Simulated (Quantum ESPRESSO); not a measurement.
In2GaBP4, input and log of a self-consistent run

Simulated, not a measurement. The program is pw.x of Quantum ESPRESSO 7.5 (plane-wave density functional theory). The cell is made up: 8 atoms on a zincblende/diamond lattice, with randomly drawn elements, strain and displacements, not relaxed. PseudoDojo standard norm-conserving files (v0.5 for PBE, v0.4.1 for LDA and PBEsol) set the functional; there is no spin polarisation, spin-orbit coupling or dispersion term, and the masses in the input are unused placeholders.

Input:

```
&control calculation='scf', pseudo_dir='./dojo.nc.sr.pbe.v0_5.standard.upf', outdir='./o', disk_io='medium', tprnfor=.true., tstress=.true. /
&system ibrav=0, nat=8, ntyp=4, nbnd=37, ecutwfc=79.96652505, nosym=.true., tot_charge=0,
 occupations='smearing', smearing='fd', degauss=0.0018374661
/
&electrons conv_thr=7.350e-09, electron_maxstep=60, /
ATOMIC_SPECIES
B 1.0 B.upf
Ga 1.0 Ga.upf
In 1.0 In.upf
P 1.0 P.upf
CELL_PARAMETERS angstrom
5.6988 -0.0326 -0.0876
-0.0326 5.6474 0.0855
-0.0876 0.0855 5.6434
ATOMIC_POSITIONS angstrom
In 0.0184 0.0294 0.0659
Ga -0.0336 2.8497 2.9336
B 2.8419 0.0936 2.7493
In 2.7781 2.822 -0.1592
P 1.3116 1.4545 1.4891
P 1.3239 4.2073 4.2751
P 4.1795 1.4293 4.2058
P 4.1826 4.2906 1.4789
K_POINTS automatic
4 4 4 1 1 1
```

The log is shortened where brackets say so; the opening notice, blank lines, dates and the lines on written files are dropped, and the path of the files is cut. It prints rydbergs, bohrs and kilobars, and counts compression as positive stress.

```
     Program PWSCF v.7.5
     Parallel version (MPI & OpenMP), running on       1 processor cores
     Number of MPI processes:                 1
     Threads/MPI process:                     1
     [start-up lines left out]
     bravais-lattice index     =            0
     lattice parameter (alat)  =      10.7706  a.u.
     unit-cell volume          =    1225.0475 (a.u.)^3
     number of atoms/cell      =            8
     number of atomic types    =            4
     number of electrons       =        62.00
     number of Kohn-Sham states=           37
     kinetic-energy cutoff     =      79.9665  Ry
     charge density cutoff     =     319.8661  Ry
     scf convergence threshold =      7.3E-09
     mixing beta               =       0.7000
     number of iterations used =            8  plain     mixing
     Exchange-correlation= PBE
                           (   1   4   3   4   0   0   0)
     [axes and pseudopotential details left out]
   Cartesian axes
     site n.     atom                  positions (alat units)
         1        In     tau(   1) = (   0.0032283   0.0051583   0.0115623  )
         2        Ga     tau(   2) = (  -0.0058952   0.4999854   0.5147058  )
         3        B      tau(   3) = (   0.4986169   0.0164223   0.4823700  )
         4        In     tau(   4) = (   0.4874230   0.4951254  -0.0279319  )
         5        P      tau(   5) = (   0.2301228   0.2551948   0.2612655  )
         6        P      tau(   6) = (   0.2322808   0.7381790   0.7500746  )
         7        P      tau(   7) = (   0.7333014   0.2507735   0.7379158  )
         8        P      tau(   8) = (   0.7338453   0.7527941   0.2594759  )
     number of k points=    32  Fermi-Dirac smearing, width (Ry)=  0.0018
                       cart. coord. in units 2pi/alat
        k(    1) = (   0.1276737   0.1249790   0.1263324), wk =   0.0625000
        k(    2) = (   0.1315349   0.1211769   0.3789381), wk =   0.0625000
     [further k points left out]
     Dense  grid:   118361 G-vectors     FFT dimensions: (  64,  64,  64)
     Estimated max dynamical RAM per process >     156.13 MB
     Initial potential from superposition of free atoms
     starting charge      61.9887, renormalised to      62.0000
     Starting wfcs are   47 randomized atomic wfcs
     total cpu time spent up to now is       12.6 secs
     per-process dynamical memory:    91.0 Mb
     Self-consistent Calculation
     iteration #  1     ecut=    79.97 Ry     beta= 0.70
     Davidson diagonalization with overlap
     ethr =  1.00E-02,  avg # of iterations =  3.4
     Threshold (ethr) on eigenvalues was too large:
     Diagonalizing with lowered threshold
     Davidson diagonalization with overlap
     ethr =  4.23E-04,  avg # of iterations =  2.3
     total cpu time spent up to now is       62.0 secs
     total energy              =    -479.83618728 Ry
     estimated scf accuracy    <       0.27515904 Ry
     iteration #  2     ecut=    79.97 Ry     beta= 0.70
     Davidson diagonalization with overlap
     ethr =  4.44E-04,  avg # of iterations =  2.6
     total cpu time spent up to now is       87.0 secs
     total energy              =    -479.89837760 Ry
     estimated scf accuracy    <       0.07733878 Ry
     iteration #  3     ecut=    79.97 Ry     beta= 0.70
     Davidson diagonalization with overlap
     ethr =  1.25E-04,  avg # of iterations =  6.4
     total cpu time spent up to now is      111.1 secs
     total energy              =    -479.91139885 Ry
     estimated scf accuracy    <       0.00925574 Ry
     iteration #  4     ecut=    79.97 Ry     beta= 0.70
     Davidson diagonalization with overlap
     ethr =  1.49E-05,  avg # of iterations =  6.2
     total cpu time spent up to now is      136.8 secs
     total energy              =    -479.91331716 Ry
     estimated scf accuracy    <       0.00913636 Ry
     iteration #  5     ecut=    79.97 Ry     beta= 0.70
     Davidson diagonalization with overlap
     ethr =  1.47E-05,  avg # of iterations =  2.1
     total cpu time spent up to now is      156.6 secs
     total energy              =    -479.91490440 Ry
     estimated scf accuracy    <       0.00025563 Ry
     iteration #  6     ecut=    79.97 Ry     beta= 0.70
     Davidson diagonalization with overlap
     ethr =  4.12E-07,  avg # of iterations =  6.3
     total cpu time spent up to now is      180.4 secs
     total energy              =    -479.91500095 Ry
     estimated scf accuracy    <       0.00006822 Ry
     iteration #  7     ecut=    79.97 Ry     beta= 0.70
     Davidson diagonalization with overlap
     ethr =  1.10E-07,  avg # of iterations =  2.0
     total cpu time spent up to now is      196.3 secs
     total energy              =    -479.91501133 Ry
     estimated scf accuracy    <       0.00000753 Ry
     iteration #  8     ecut=    79.97 Ry     beta= 0.70
     Davidson diagonalization with overlap
     ethr =  1.21E-08,  avg # of iterations =  3.1
     total cpu time spent up to now is      214.2 secs
     total energy              =    -479.91501293 Ry
     estimated scf accuracy    <       0.00000038 Ry
     iteration #  9     ecut=    79.97 Ry     beta= 0.70
     Davidson diagonalization with overlap
     ethr =  6.07E-10,  avg # of iterations =  5.0
     total cpu time spent up to now is      244.5 secs
     total energy              =    -479.91501315 Ry
     estimated scf accuracy    <       0.00000015 Ry
     iteration # 10     ecut=    79.97 Ry     beta= 0.70
     Davidson diagonalization with overlap
     ethr =  2.34E-10,  avg # of iterations =  2.0
     total cpu time spent up to now is      282.9 secs
     total energy              =    -479.91501317 Ry
     estimated scf accuracy    <       0.00000001 Ry
     iteration # 11     ecut=    79.97 Ry     beta= 0.70
     Davidson diagonalization with overlap
     ethr =  2.30E-11,  avg # of iterations =  4.1
     total cpu time spent up to now is      324.4 secs
     End of self-consistent calculation
     [lines on levels left out]
!    total energy              =    -479.91501317 Ry
     estimated scf accuracy    <          1.3E-09 Ry
     smearing contrib. (-TS)   =      -0.00000000 Ry
     internal energy E=F+TS    =    -479.91501317 Ry
     The total energy is F=E-TS. E is the sum of the following terms:
     one-electron contribution =    -201.13488591 Ry
     hartree contribution      =     140.43807373 Ry
     xc contribution           =    -140.54753337 Ry
     ewald contribution        =    -278.67066762 Ry
     convergence has been achieved in  11 iterations
     Forces acting on atoms (cartesian axes, Ry/au):
     atom    1 type  3   force =     0.00313169   -0.04479980   -0.01758132
     atom    2 type  2   force =    -0.03039060    0.00346163   -0.01652613
     atom    3 type  1   force =    -0.00337297   -0.00179844    0.00001190
     atom    4 type  3   force =     0.06806130   -0.05410060    0.10522807
     atom    5 type  4   force =     0.08905036   -0.01022525    0.07320897
     atom    6 type  4   force =    -0.04348414    0.13378856   -0.10924782
     atom    7 type  4   force =    -0.03691535   -0.03265191   -0.10049918
     atom    8 type  4   force =    -0.04608030    0.00632581    0.06540551
     Total force =     0.293719     Total SCF correction =     0.000143
     Computing stress (Cartesian axis) and pressure
          total   stress  (Ry/bohr**3)                   (kbar)     P=       -8.52
  -0.00007277  -0.00005427   0.00022973          -10.70       -7.98       33.80
  -0.00005427  -0.00004607  -0.00020960           -7.98       -6.78      -30.83
   0.00022973  -0.00020960  -0.00005502           33.80      -30.83       -8.09
     init_run     :     11.40s CPU     12.40s WALL (       1 calls)
     electrons    :    294.91s CPU    312.19s WALL (       1 calls)
     forces       :      7.00s CPU      7.13s WALL (       1 calls)
     stress       :     20.61s CPU     20.75s WALL (       1 calls)
     [timing details left out]
     PWSCF        :   5m34.24s CPU   5m55.00s WALL
     JOB DONE.
```

In other units: free energy -6529.576 eV for the cell, pressure -0.85 GPa, largest force component 3.440 eV/Å. A rerun of this cell at 1377 eV and a 6 x 6 x 6 mesh moved values by no more than 0.011 eV in energy, 0.02 GPa in stress and 0.003 eV/Å in force.